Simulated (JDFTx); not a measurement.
An input for a modified build of JDFTx (Ca(100), linear PCM (GLSSA13), water, 1 M KCl; bohr, hartree) and the course of its log:

```
lattice \
  7.4519596815 0.0000000000 0.0000000000 \
  0.0000000000 7.4519596815 0.0000000000 \
  0.0000000000 0.0000000000 46.1093174409
coords-type Lattice
ion Ca 0.5000000000 0.5000000000 -0.1664203749 0
ion Ca 0.0000000000 0.0000000000 -0.0571395490 0
ion Ca 0.5000000000 0.5000000000 0.0571395490 0
ion Ca 0.0000000000 0.0000000000 0.1664203749 0
ion-species pseudo/ca_pbe_v1.upf
elec-cutoff 20 100
elec-ex-corr gga-PBE
coulomb-interaction Slab 001
coulomb-truncation-embed 0 0 0
kpoint-folding 6 6 1
elec-smearing Fermi 0.01
elec-n-bands 30
electronic-scf nIterations 100 energyDiffThreshold 1e-08
fluid LinearPCM
pcm-variant GLSSA13
fluid-solvent H2O
fluid-cation K+ 1
fluid-anion Cl- 1
fluid-minimize nIterations 400 knormThreshold 1e-12
wavefunction read vac.wfns
elec-initial-eigenvals vac.eigenvals
dump-name f0.$VAR
dump End State Ecomponents EigStats BandEigs Forces ElecDensity IonicPositions Fillings Kpoints Dtot FluidDebug BoundCharge FluidDensity
```

```
[one cycle in 5 is shown, and the last three; fluid-solver lines are left out]
	FillingsUpdate:  mu: -0.084087318  nElectrons: 40.000000
SCF: Cycle:  0   F: -147.681529356440990   dF: -3.283e-03   |Residual|: 8.613e-03   |deigs|: 7.083e-04
	FillingsUpdate:  mu: -0.031203272  nElectrons: 40.000000
SCF: Cycle:  5   F: -147.628143138551451   dF: +5.963e-02   |Residual|: 2.302e-02   |deigs|: 2.364e-02
	FillingsUpdate:  mu: -0.036655960  nElectrons: 40.000000
SCF: Cycle: 10   F: -147.666190255171358   dF: -3.618e-02   |Residual|: 1.653e-02   |deigs|: 7.983e-03
	FillingsUpdate:  mu: -0.048768855  nElectrons: 40.000000
SCF: Cycle: 15   F: -147.690970616577744   dF: +9.997e-04   |Residual|: 8.893e-03   |deigs|: 9.679e-03
	FillingsUpdate:  mu: -0.038314193  nElectrons: 40.000000
SCF: Cycle: 20   F: -147.685786361456820   dF: -8.916e-03   |Residual|: 9.164e-03   |deigs|: 3.684e-03
	FillingsUpdate:  mu: -0.041251093  nElectrons: 40.000000
SCF: Cycle: 25   F: -147.687287061543714   dF: +3.741e-03   |Residual|: 8.277e-03   |deigs|: 3.568e-03
	FillingsUpdate:  mu: -0.042825546  nElectrons: 40.000000
SCF: Cycle: 30   F: -147.691553301142619   dF: -8.653e-03   |Residual|: 6.920e-03   |deigs|: 9.309e-03
	FillingsUpdate:  mu: -0.047510554  nElectrons: 40.000000
SCF: Cycle: 35   F: -147.694621533078674   dF: -1.293e-03   |Residual|: 5.052e-03   |deigs|: 3.978e-03
	FillingsUpdate:  mu: -0.049620891  nElectrons: 40.000000
SCF: Cycle: 40   F: -147.685493001647330   dF: +2.072e-03   |Residual|: 1.274e-02   |deigs|: 2.350e-03
	FillingsUpdate:  mu: -0.044606978  nElectrons: 40.000000
SCF: Cycle: 45   F: -147.686476507882588   dF: +2.766e-03   |Residual|: 1.015e-02   |deigs|: 8.992e-04
	FillingsUpdate:  mu: -0.046614354  nElectrons: 40.000000
SCF: Cycle: 50   F: -147.690874616548342   dF: +3.485e-03   |Residual|: 8.229e-03   |deigs|: 3.793e-03
	FillingsUpdate:  mu: -0.041335880  nElectrons: 40.000000
SCF: Cycle: 55   F: -147.689995453949024   dF: -2.955e-03   |Residual|: 9.375e-03   |deigs|: 2.489e-03
	FillingsUpdate:  mu: -0.040278750  nElectrons: 40.000000
SCF: Cycle: 60   F: -147.632449498186332   dF: +1.386e-02   |Residual|: 2.206e-02   |deigs|: 1.835e-03
	FillingsUpdate:  mu: -0.029736285  nElectrons: 40.000000
SCF: Cycle: 65   F: -147.682640590319068   dF: +1.244e-02   |Residual|: 1.168e-02   |deigs|: 1.312e-02
	FillingsUpdate:  mu: -0.035531996  nElectrons: 40.000000
SCF: Cycle: 70   F: -147.684479767352514   dF: +6.667e-03   |Residual|: 1.032e-02   |deigs|: 5.701e-03
	FillingsUpdate:  mu: -0.040605190  nElectrons: 40.000000
SCF: Cycle: 75   F: -147.693244328426886   dF: +4.997e-05   |Residual|: 6.779e-03   |deigs|: 1.140e-03
	FillingsUpdate:  mu: -0.040785604  nElectrons: 40.000000
SCF: Cycle: 80   F: -147.674319052685235   dF: -1.425e-02   |Residual|: 1.401e-02   |deigs|: 1.730e-02
	FillingsUpdate:  mu: -0.034150849  nElectrons: 40.000000
SCF: Cycle: 85   F: -147.687443992951501   dF: -7.567e-03   |Residual|: 8.602e-03   |deigs|: 3.881e-03
	FillingsUpdate:  mu: -0.032342972  nElectrons: 40.000000
SCF: Cycle: 90   F: -147.683624521835668   dF: -3.432e-03   |Residual|: 1.012e-02   |deigs|: 2.020e-03
	FillingsUpdate:  mu: -0.037525390  nElectrons: 40.000000
SCF: Cycle: 95   F: -147.691942675856069   dF: +6.520e-04   |Residual|: 7.032e-03   |deigs|: 9.683e-04
	FillingsUpdate:  mu: -0.034458948  nElectrons: 40.000000
SCF: Cycle: 97   F: -147.689795619779261   dF: -1.504e-03   |Residual|: 8.081e-03   |deigs|: 1.444e-03
	FillingsUpdate:  mu: -0.039360634  nElectrons: 40.000000
SCF: Cycle: 98   F: -147.694012879789426   dF: -4.217e-03   |Residual|: 5.901e-03   |deigs|: 5.064e-03
	FillingsUpdate:  mu: -0.035177338  nElectrons: 40.000000
SCF: Cycle: 99   F: -147.691184225455828   dF: +2.829e-03   |Residual|: 7.386e-03   |deigs|: 4.223e-03
SCF: None of the convergence criteria satisfied after 100 iterations.
IonicMinimize: Iter:   0  F: -147.691184225455828  |grad|_K:  0.000e+00
IonicMinimize: Converged (|grad|_K<1.000000e-04).
```

This run gave no converged result. The electronic loop ended without meeting its threshold, so the last energy, levels and forces aren't results.
